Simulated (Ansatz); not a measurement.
ScAg3 (Cu3Au type, Pm-3m) at seven volumes, PBE in the plane-wave PAW code Ansatz, scaled uniformly. One row is withheld.

```tsv
V (Å³/atom)	P (GPa)
17.376	9.90
17.949	5.97
18.522	2.71
19.095	0.00
19.667	-2.24
20.240	-4.10
20.813	?
```

**Question.** Fit the shown pressures and predict the withheld one.

**Answer.** P = (3/2)B₀(x^(7/2) − x^(5/2))[1 + (3/4)(B′ − 4)(x − 1)] with x = (V₀/V)^(2/3). Least squares on the six rows gives V₀ = 19.096 Å³/atom, B₀ = 82.0 GPa, B′ = 5.22. At V = 20.813, x = 0.9442 and P = -5.64 GPa. The run itself gave -5.64 GPa.

The start of the workflow was typed in or built on a structure type; neither database checked (COD, Materials Project) lists it. Whether it is the stable phase at ambient conditions was not checked. The cell was relaxed with PBE under the symmetry of its start; whether a distortion lowers the energy is not shown. No spin polarisation was allowed.

Potentials: the earlier of the program's two PAW sets.
